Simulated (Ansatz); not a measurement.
Values for one crystal, relaxed and computed with DFT-PBEsol in the program Ansatz with PAW potentials; other levels are named.

| Property | Value |
|---|---|
| Volume per atom | 17.05 Å³ |
| Electronic character | metallic (no gap) |
| Formation energy from the elements (no fitted shifts) | 0.90 eV/atom |
| Pressure derivative B′ | 4.4 |
| Zone-centre stability | no imaginary mode at Γ |
| Gap with spin–orbit coupling | none (metallic) |
| Mechanical stability | unstable (C has a negative eigenvalue) |

Problem. Pick the material that matches.
A) SnIr, NiAs type
B) MnIr, P4/mmm (Mn on 1b, Ir on 1c)
C) IrW, rock salt
D) AlNi, rock salt

Solution. C, IrW, rock salt

Space group Fm-3m (rock salt). The start of the workflow was typed in or built on a structure type; neither database checked (COD, Materials Project) lists it. COD files the formula under space group No. 51. Its standing as an ambient phase is unchecked. The cell was relaxed with PBEsol under the symmetry of its start. No spin polarisation was allowed. Its formation energy is positive at this level, so the cell may be metastable or incomplete. The references are the lowest solids computed at this level, not always the standard phases. Scalar-relativistic: spin–orbit coupling is off unless named, which matters more the heavier the elements.

Potentials: the later of the program's two PAW sets.
